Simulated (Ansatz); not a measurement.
The cell below belongs to a search over invented structures; it isn't taken from experiment.

Input and command of a plane-wave DFT calculation in Ansatz:

```yaml
crystal:
  lattice:
    - [-2.6777595337, 2.6777595337, 5.8463856542]
    - [2.6777595337, -2.6777595337, 5.8463856542]
    - [2.6777595337, 2.6777595337, -5.8463856542]
  atoms:
    - { symbol: Al, position: [0.1684333991, 0.1684333991, 0.5958789936] }
    - { symbol: Al, position: [0.8315666009, 0.4274455945, 0.0] }
    - { symbol: Al, position: [0.5725544055, 0.5725544055, 0.4041210064] }
    - { symbol: Al, position: [0.4274455945, 0.8315666009, 0.0] }
    - { symbol: B, position: [0.5, 0.5, 0.0] }
    - { symbol: Sb, position: [0.0, 0.0, 0.0] }
    - { symbol: P, position: [0.75, 0.25, 0.5] }
    - { symbol: P, position: [0.25, 0.75, 0.5] }
basis:
  ecutwfc: 420
kpoints:
  mp_grid: { grid: [8, 8, 8] }
hamiltonian:
  xc: pbe
scf:
  occupations: { method: gaussian, width: 0.1 }
output:
  forces: true
  stress: true
  eigenvalues: true
  write_density: true
  write_potential: true
  elf: true
  volumetric_format: npy
relax:
  adjacent_minimum: "off"
  f_tol: 0.01
  max_steps: 80
  cell: { stress_tol: 0.05 }
```

```bash
ansatz run input.yaml --threads 1 --pin off --max-ram 2560MiB --backend cpu --events-out ev --progress --plain --runs-dir out
```

Processor: Intel(R) Xeon(R) 6975P-C (Granite Rapids), 1 thread, on a host shared with other jobs.

How long does it run, and how much memory does it take?

About 79 s, peak memory 0.62 GiB. It solves 28 bands at 59 k points (after reduction by symmetry) with about 3251 plane waves (on the last cell), in 28 SCF iterations over 5 ionic steps.
